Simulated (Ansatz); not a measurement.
(110) slab cut from the bulk of W, 15 Å of vacuum:

```yaml
crystal:
  lattice:
    - [2.75703, 0.00000, 0.00000]
    - [-0.91901, 2.59936, 0.00000]
    - [0.00000, 0.00000, 24.00444]
  atoms:
    - { symbol: W, position: [0.50000, 0.50000, 0.31244] }
    - { symbol: W, position: [0.00000, 0.00000, 0.40622] }
    - { symbol: W, position: [0.50000, 0.50000, 0.50000] }
    - { symbol: W, position: [0.00000, 0.00000, 0.59378] }
    - { symbol: W, position: [0.50000, 0.50000, 0.68756] }
```

Level of theory: DFT PBE, scalar-relativistic, plane waves, PAW (Ansatz). Settings: cutoff 420 eV, Γ-centred mesh 13×13×1 on the computed 5-atom cell, Gaussian smearing of 0.10 eV; no spin polarisation. The cell repeats along c with a dipole correction in the vacuum.

This base run converges in 7 iterations with a largest force of 0.646 eV/Å and a work function of 4.89 eV on the top face.

Settings are then changed, some of them on purpose to poor values; changes count from the base run, and γ keeps the base's bulk energy.

Task: What happens with occupations gaussian 0.5 eV?

Result: It converges in 7 iterations; ΔE at zero smearing (meV/atom) +0.4, Δγ (J/m²) +0.002, Δφ top (eV) +0.01, largest force (eV/Å) 0.608.

Task: What happens with no dipole correction, vacuum of 8 Å?

Result: It converges in 7 iterations; ΔE at zero smearing (meV/atom) -0.4, Δγ (J/m²) -0.002, largest force (eV/Å) 0.647.

Task: What happens with no dipole correction, vacuum of 5 Å?

Result: It converges in 7 iterations; ΔE at zero smearing (meV/atom) -19.4, Δγ (J/m²) -0.108, largest force (eV/Å) 0.659.

Task: What happens with k mesh 1×1×1?

Result: It converges in 25 iterations; ΔE at zero smearing (meV/atom) -1327.9, Δγ (J/m²) -7.422, largest force (eV/Å) 5.968.

Task: What happens with field of 0.1 V/Å along c?

Result: It converges in 10 iterations; ΔE at zero smearing (meV/atom) -0.5, largest force (eV/Å) 0.651.

Settings at which electrons spill into the vacuum are left out.

Spin-orbit coupling is left out, which matters for the bands of heavy elements.
